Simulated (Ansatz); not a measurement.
ZrO2 (polar-ZrO2 type, space group Pca2_1)

```yaml
crystal:
  lattice:
    - [5.28675, 0.00000, 0.00000]
    - [0.00000, 5.07266, 0.00000]
    - [0.00000, 0.00000, 5.09827]
  atoms:
    - { symbol: Zr, position: [0.03056, 0.26646, 0.24882] }
    - { symbol: Zr, position: [0.96944, 0.73354, 0.74882] }
    - { symbol: Zr, position: [0.53056, 0.73354, 0.24882] }
    - { symbol: Zr, position: [0.46944, 0.26646, 0.74882] }
    - { symbol: O, position: [0.36584, 0.06772, 0.10712] }
    - { symbol: O, position: [0.63416, 0.93228, 0.60712] }
    - { symbol: O, position: [0.86584, 0.93228, 0.10712] }
    - { symbol: O, position: [0.13416, 0.06772, 0.60712] }
    - { symbol: O, position: [0.22940, 0.53634, 0.00006] }
    - { symbol: O, position: [0.77060, 0.46366, 0.50006] }
    - { symbol: O, position: [0.72940, 0.46366, 0.00006] }
    - { symbol: O, position: [0.27060, 0.53634, 0.50006] }
```

The slice is a (1 0 -1) plane (indices of the conventional cell) through the point (0.729, 0.464, 0.000) (fractional), spanned by u = [010] and v = [101] in vectors of this cell: u (5.07 Å) and v (7.34 Å, at 90° to u). It covers one period; positions are fractions (u, v).

All values below come from r2SCAN (plane waves to 500 eV, PAW, scalar-relativistic; Ansatz, a program for electronic structure). k mesh 5×5×5. Inside the PAW spheres the values are not all-electron values, and peaks at nuclei hang on which shells count as valence. ZrO2 is run without spin polarisation. ZrO2 was relaxed with its symmetry unable to fall.

Around which element is the density of the lowest conduction band (whole band as if filled, smooth part) largest on this plane?

Zr. Mean over a disc round each atom, of radius 0.45 times the shortest bond: Zr 0.035, O 0.006 e/Å³.

Around which element is the density of the highest valence band (whole band, smooth part) largest on this plane?

O. Mean over a disc round each atom, of radius 0.45 times the shortest bond: O 0.043, Zr 0.003 e/Å³.

What is the ELF at the density minimum of the shortest Zr–O line in this plane (2.13 Å)?

0.3.

Sketch the valence electron density on this plane as a map.


```
v \ u  0.00  0.11  0.21  0.32  0.42  0.53  0.63  0.74  0.84  0.95
-----  ----  ----  ----  ----  ----  ----  ----  ----  ----  ----
0.96    0.8   0.3  -0.6  -1.0  -0.8  -0.8  -1.1  -1.0  -0.2   0.7
0.86   -0.4  -0.8  -1.2  -1.2  -1.0  -1.0  -0.8  -0.1   0.1  -0.3
0.75   -0.3  -1.2  -1.4  -1.1  -0.7  -0.6   0.0   0.6   0.5   0.3
0.64   -0.3  -0.3  -0.8  -1.2  -1.1  -0.8  -0.5   0.1   0.2  -0.2
0.54    0.6   0.8   0.0  -0.9  -0.9  -0.3  -0.1  -0.5  -0.7   0.2
0.43    0.0   0.0  -0.5  -1.1  -1.0  -0.5  -0.3  -0.4  -0.5  -0.3
0.32   -0.5  -1.1  -1.4  -1.4  -1.2  -1.0  -0.2   0.6   0.6   0.1
0.21   -0.6  -1.2  -1.2  -0.6   0.0   0.0  -0.1   0.5   0.6   0.0
0.11   -0.1  -0.4  -0.8  -0.1   0.8   0.7  -0.1  -0.8  -0.5  -0.1
0.00    0.9   0.4  -0.5  -0.7  -0.4  -0.4  -0.9  -1.0  -0.1   0.8
```

Values: log₁₀ of the valence density in e/Å³. The scale is logarithmic, as a density can span decades between atoms and voids.
